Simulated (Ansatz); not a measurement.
**Ge (hcp): energy against volume**

Level of theory: Ansatz 0.2.0, DFT, r2SCAN, plane waves (500 eV) with PAW, scalar-relativistic. (PAW data from PBE, frozen cores regenerated.)

The cell is scaled uniformly from the relaxed one, with fractional coordinates and shape fixed. Energies are extrapolated to zero smearing, pressures are those at the given smearing. Magnetic state: spin not included.

A Birch-Murnaghan fit gives V₀ = 18.71 Å³/atom, B₀ = 65 GPa, B₀′ = 4.9.

(1) What are the energy above the minimum and the pressure at 16.500 Å³/atom?

(2) What are the energy above the minimum and the pressure at 19.501 Å³/atom?

(3) What are the energy above the minimum and the pressure at 20.251 Å³/atom?

Results:

(1) 67.9 meV/atom and 11.43 GPa as computed.

(2) 6.2 meV/atom and -2.33 GPa as computed.

(3) 21.9 meV/atom and -4.22 GPa as computed.
